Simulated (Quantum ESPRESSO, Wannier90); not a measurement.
Tl (bcc (W type), model phase), plane waves to Wannier functions

```xyz
1
Lattice="-1.9560 1.9560 1.9560 1.9560 -1.9560 1.9560 1.9560 1.9560 -1.9560" Properties=species:S:1:pos:R:3 pbc="T T T"
Tl     0.0000     0.0000     0.0000
```

Materials Project entry mp-39; symmetrised, unrelaxed at this level. This isn't the element's usual structure (hcp); take it as a model of another phase. Method: PBEsol plane waves in Quantum ESPRESSO 7.5 (PseudoDojo norm-conserving files, 50 Ry, no spin polarisation, no spin-orbit coupling), Bloch states on a 12×12×12 mesh through Γ, Wannier90 4.0.1. Density: 16×16×16 mesh, cold smearing 0.01 Ry. Spin-orbit coupling is left out although heavy elements are present.

The plane-wave run has 15 bands and 13 electrons a cell. On the energy scale of pw.x, whose zero is arbitrary, the Fermi level lies at 9.92 eV.

Isolated groups of bands, relative to the Fermi level (bands from 6 on overlap up to the last one computed):

```tsv
bands	from (eV)	to (eV)	filling	weight on atomic waves
1–5	-11.71	-10.88	filled	Tl 5d 99 %
```

Input w.win, without the blocks of cell, atoms and k-points (1728 lines):

```
num_bands = 10
num_wann = 4
exclude_bands = 1-5
num_iter = 1000
conv_tol = 1.0e-6
conv_window = 4
dis_num_iter = 1000
dis_conv_tol = 1.0e-6
dis_froz_max = 11.42
dis_win_max = 19.31
write_hr = true
write_u_matrices = true
begin projections
f=-0.01532,-0.01577,-0.00868: s;p
end projections
mp_grid = 12 12 12
```

wannier90.x stops with:
```
dis_windows: Energy window contains fewer states than number of target WFs
```
At some k-point the outer window holds fewer bands than num_wann, so no subspace of that size can be extracted. Mended as below, all else unchanged, the run goes through (Ω_I = 6.9 Å²) and follows the plane-wave bands to 11 meV rms (states up to 1.0 eV relative to the Fermi level).
Remove the line dis_win_max = 19.31.
